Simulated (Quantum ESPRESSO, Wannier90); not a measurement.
TlSbTe₂ (R-3m), plane waves to Wannier functions

```
begin unit_cell_cart
ang
   -2.2326100101    3.8669939709    0.0000000000
   -4.4652200201    0.0000000000    0.0000000000
   -2.2326100101    1.2889979903    7.9094330000
end unit_cell_cart
begin atoms_frac
Tl   0.0000000000  0.0000000000  0.0000000000
Sb   0.5000000000  0.5000000000  0.5000000000
Te  -0.2391930000 -0.2391930000 -0.2824210000
Te   0.2391930000  0.2391930000  0.2824210000
end atoms_frac
```

Materials Project entry mp-4573; symmetrised, unrelaxed at this level. COD (Crystallography Open Database) has an entry of this formula and space group (matched by these alone). Level: PBEsol, spinors with spin-orbit coupling; pw.x of Quantum ESPRESSO at 64 Ry with PseudoDojo potentials, 4×4×4 k-points, Wannier90. Density: 8×8×8 mesh, cold smearing 0.01 Ry. With spin-orbit coupling a semilocal functional can close or falsely invert a small gap; the band order was not checked against a better method. The gap is small at this level and was sampled on the meshes and a path alone.

A tight-binding model is made by disentanglement and projection with no localisation steps (num_iter = 0), so the 28 orbitals stay atom-like: hydrogen-like Tl: s;p; Sb: s;p; Te: p, axes along x, y, z; frozen window up to 4.13 eV relative to the valence-band maximum. It follows pw.x to 35 meV rms for states up to 1.1 eV relative to the valence-band maximum. Matrix elements depend on this choice of orbitals and windows.

The 45 largest hoppings ⟨m,0|H|n,R⟩ between different sites (one of each Hermitian pair; signs follow the real orbitals' lobes; the list may end inside a set of equal values):

```
m              n      R  distance of the centres (Å)  t (eV)  Im t (eV)
-------  -------  -----  ---------------------------  ------  ---------
Sb2 py↑  Te3 py↑  0 1 1                         3.13   1.225      0.000
Sb2 py↓  Te3 py↓  0 1 1                         3.13   1.225      0.000
Sb2 py↓  Te4 py↓  1 0 0                         3.13   1.224      0.000
Sb2 py↑  Te4 py↑  1 0 0                         3.13   1.224      0.000
Sb2 pz↑  Te4 py↑  1 0 0                         3.13  -1.097      0.001
Sb2 pz↓  Te3 py↓  0 1 1                         3.13  -1.096      0.001
Sb2 pz↓  Te4 py↓  1 0 0                         3.14  -1.096     -0.001
Sb2 pz↑  Te3 py↑  0 1 1                         3.13  -1.095     -0.001
Sb2 py↑  Te3 pz↑  0 1 1                         3.12  -1.087     -0.001
Sb2 py↓  Te3 pz↓  0 1 1                         3.12  -1.087     -0.001
Sb2 py↓  Te4 pz↓  1 0 0                         3.12  -1.085      0.001
Sb2 py↑  Te4 pz↑  1 0 0                         3.12  -1.085      0.001
Te4 px↓  Sb2 pz↓  0 0 0                         3.11  -0.950      0.003
Sb2 pz↓  Te4 px↓  0 1 0                         3.11   0.950     -0.002
Te4 px↑  Sb2 pz↑  0 0 0                         3.12  -0.949     -0.003
Sb2 pz↑  Te4 px↑  0 1 0                         3.13   0.949      0.002
Sb2 pz↑  Te3 px↑  1 1 1                         3.12  -0.949      0.002
Sb2 pz↑  Te3 px↑  1 0 1                         3.11   0.949      0.003
Sb2 pz↓  Te3 px↓  1 1 1                         3.13  -0.948     -0.002
Sb2 pz↓  Te3 px↓  1 0 1                         3.12   0.948     -0.003
Sb2 px↑  Te4 pz↑  0 1 0                         3.11   0.942     -0.004
Te4 pz↓  Sb2 px↓  0 0 0                         3.12  -0.941     -0.005
Sb2 px↓  Te4 pz↓  0 1 0                         3.12   0.941      0.006
Te4 pz↑  Sb2 px↑  0 0 0                         3.12  -0.941      0.006
Sb2 px↑  Te3 pz↑  1 1 1                         3.12  -0.940     -0.004
Sb2 px↓  Te3 pz↓  1 0 1                         3.12   0.940      0.004
Sb2 px↓  Te3 pz↓  1 1 1                         3.12  -0.940      0.005
Sb2 px↑  Te3 pz↑  1 0 1                         3.12   0.939     -0.005
Sb2 s↓   Te3 py↓  0 1 1                         3.13  -0.917      0.000
Sb2 s↑   Te3 py↑  0 1 1                         3.13  -0.917      0.001
Sb2 s↑   Te4 py↑  1 0 0                         3.13   0.917      0.001
Sb2 s↓   Te4 py↓  1 0 0                         3.13   0.916      0.000
Te4 py↑  Tl1 pz↑  1 0 0                         3.35  -0.892     -0.002
Tl1 pz↓  Te3 py↓  1 0 0                         3.43  -0.891      0.002
Te4 py↓  Tl1 pz↓  1 0 0                         3.33  -0.890      0.002
Tl1 pz↑  Te3 py↑  1 0 0                         3.41  -0.889     -0.002
Tl1 py↓  Te3 pz↓  1 0 0                         3.42  -0.864     -0.002
Tl1 py↑  Te3 pz↑  1 0 0                         3.41  -0.863     -0.003
Te4 pz↑  Tl1 py↑  1 0 0                         3.37  -0.859     -0.003
Te4 pz↓  Tl1 py↓  1 0 0                         3.36  -0.858     -0.002
Te4 px↑  Sb2 px↑  0 0 0                         3.12   0.806     -0.001
Sb2 px↑  Te3 px↑  1 0 1                         3.12   0.806     -0.001
Te4 px↓  Sb2 px↓  0 0 0                         3.12   0.806      0.001
Sb2 px↓  Te4 px↓  0 1 0                         3.12   0.806      0.001
Sb2 px↓  Te3 px↓  1 1 1                         3.12   0.806     -0.001
```
